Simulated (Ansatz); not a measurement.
BeS (rock salt, Fm-3m), PBEsol (plane waves, PAW; program Ansatz). The conduction-band minimum lies at X, with 3 equivalent valleys. Second derivatives d²E/dk² of the lowest band at one valley (eV·Å²), along Cartesian directions:

| direction | d²E/dk² |
|---|---|
| [100] | 7.522 |
| [010] | 26.07 |
| [001] | 26.07 |
| [110] | 16.80 |
| [101] | 16.80 |
| [011] | 26.04 |

Question: Find the principal effective masses, the density-of-states mass and the conductivity mass.

Answer: Off-diagonal terms follow from H_xy = H[110] − (H_xx + H_yy)/2, and m*/mₑ = 7.620 eV·Å² over each eigenvalue: 0.29, 0.29, 1.0. One valley's DOS mass (m₁m₂m₃)^(1/3) = 0.44, conductivity mass 3/(Σ 1/mᵢ) = 0.38 mₑ.

Question: What effective density of states Nc follows at 300 K for parabolic valleys?

Answer: Nc = 2.509e19 × 3 × (0.44)^(3/2) ≈ 2.2e19 cm⁻³.

The start of the workflow was typed in or built on a structure type; neither database checked (COD, Materials Project) lists it. COD files the formula under space group No. 216. Its standing as an ambient phase is unchecked. The PBEsol relaxation kept the symmetry of its start. At this level the phase is dynamically unstable (imaginary phonons).

Potentials: the earlier of the program's two PAW sets. The files were generated under PBE; for other functionals the program regenerates the frozen cores, and for LDA and PBEsol the local potential too.

Edges and masses are those of Kohn–Sham bands, whose gap is no quasiparticle gap.
